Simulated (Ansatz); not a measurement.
**Stress against strain in ZrB2**

```xyz
3
Lattice="3.1650 0.0000 0.0000 -1.5825 2.7410 0.0000 0.0000 0.0000 3.5200" Properties=species:S:1:pos:R:3 pbc="T T T"
Zr    0.0000    0.0000    0.0000
B     0.0000    1.8273    1.7600
B     1.5825    0.9137    1.7600
```

Atom numbers follow the list: Zr1, B2, B3.

The cell comes from COD entry 1510856, which wasn't checked; take it as a given geometry.

Level of theory: DFT, LDA, all-electron LAPW, scalar-relativistic (Ansatz 0.2.0).

The runs use a Γ-centred 13×13×10 k mesh, Fermi–Dirac smearing of 0.03 eV, basis error target 1 meV/atom, no spin polarisation.

The strain is applied along the Cartesian axes of the cell as listed (the other components stay zero). Fractional coordinates are held (clamped ions).

σ is the change of stress from the unstrained cell, which is at -7.26 GPa; tension is positive, so slopes are stress–strain coefficients at that pressure. In a metal the k mesh adds noise.

Only quantities that a quadratic follows smoothly over the whole series are listed; rougher ones are left out.

```tsv
εxx = εyy	σzz (GPa)	σxx (GPa)
-0.0200	-5.17	-13.12
-0.0100	-2.43	-6.29
0.0000	0.00	0.00
0.0200	4.24	10.99
```

(1) Fit the series and read off the stiffness at zero strain.

(2) One run, at εxx = εyy = 0.0100, is withheld. Predict its row.

## Answers

(1) Least-squares fits y = p0 + p1 x + p2 x² to the rows give σzz (GPa): p1 = 235, p2 = -1200; σxx (GPa): p1 = 603, p2 = -2700. So C13 + C23 = 235 GPa and C11 + C12 = 603 GPa, for these axes.

(2) The fits give 2.25, 5.76; the run gave 2.19, 5.77.
